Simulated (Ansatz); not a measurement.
# NaIn: computed property card

NaIn:
```
CELL_PARAMETERS angstrom
      0.00000     3.65597     3.65597
      3.65597     0.00000     3.65597
      3.65597     3.65597     0.00000
ATOMIC_POSITIONS crystal
  In 0.50000 0.50000 0.50000
  In 0.75000 0.75000 0.75000
  Na 0.00000 0.00000 0.00000
  Na 0.25000 0.25000 0.25000
```

Space group Fd-3m (No. 227); conventional cell a = b = c = 7.3119 Å, α = β = γ = 90.00°.

Method: the program Ansatz at the PBEsol level (PAW). The cell and atoms are relaxed at this level. Other levels are named where they apply.

Cell and energy:

```json
{
  "volume_per_atom": "24.43 Å³",
  "density": "4.68 g/cm³",
  "Formation energy from the elements (no fitted shifts)": "-15 kJ/mol of atoms"
}
```

Electronic structure:

```json
{
  "electronic_character": "metallic (no gap)",
  "Density of states at the Fermi level": "0.20 states/eV per atom (mean over ±0.08 eV)",
  "Gap with spin–orbit coupling": "none (metallic)"
}
```

Mechanics:

```json
{
 "Bulk modulus (Birch–Murnaghan fit)": "26.4 GPa",
 "Pressure derivative B′": "4.7",
 "Elastic constants (relaxed ions, GPa)": "C11 = 34.9, C12 = 21.8, C44 = 21.6",
 "mechanical_stability": "stable (all eigenvalues of C positive)",
 "hill_bulk_and_shear_moduli": "26.2 and 13.4 GPa",
 "Young's modulus": "34.4 GPa",
 "Poisson's ratio": "0.28",
 "debye_temperature_from_the_elastic_constants": "194 K"
}
```

Charges:

```json
{
  "bader_charges": "In -0.74, Na +0.74 e"
}
```

The workflow started from an entry of the Crystallography Open Database (COD). Its standing as an ambient phase is unchecked. The cell was relaxed with PBEsol under the symmetry of its start; whether a distortion lowers the energy is not shown. As this level gives no gap, shear constants depend on the k-mesh and smearing (Fermi–Dirac, 0.1 eV here). The references are the lowest solids computed at this level, not always the standard phases. Spin–orbit coupling is left out wherever it is not named.

Potentials: the later of the program's two PAW sets.
